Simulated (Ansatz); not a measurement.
# MgI2: two-dimensional strain map

All numbers below come from DFT PBE+D3(BJ), scalar-relativistic, plane waves, PAW (Ansatz 0.2.0). Settings: plane waves to 420 eV, k-mesh 6×6×4 (Γ-centred), Gaussian smearing 0.05 eV. No spin polarisation. Energies are free energies at this smearing, counted from the undisturbed cell; pressure is positive in compression.

The starting cell (as given, not relaxed at this level; it stands at -0.3 GPa):

```
CELL_PARAMETERS angstrom
4.15370 0.00000 0.00000
-2.07685 3.59721 0.00000
0.00000 0.00000 6.86200
ATOMIC_POSITIONS crystal
Mg 0.00000 0.00000 0.00000
I 0.33333 0.66667 0.75763
I 0.66667 0.33333 0.24237
```

The cell is strained by p along both x and y and by q along z, fractional coordinates fixed. Points are written (p, q).

Energy above the undisturbed cell in meV/atom (a dash: not computed):

```
 p \ q  -0.080  -0.040  0.000  0.040  0.080
-0.080       ?   160.6      ?   90.0   87.8
-0.040    97.1       –   21.7      –   27.7
 0.000       ?     8.6    0.0    8.1      ?
 0.040    34.6       –   28.7      –   78.2
 0.080    75.5    78.1   93.7      –  157.4
```

Task: Fill in the withheld energies.

Result: (-0.080, -0.080): 236.8; (-0.080, 0.000): 113.1; (0.000, -0.080): 36.7; (0.000, 0.080): 30.6.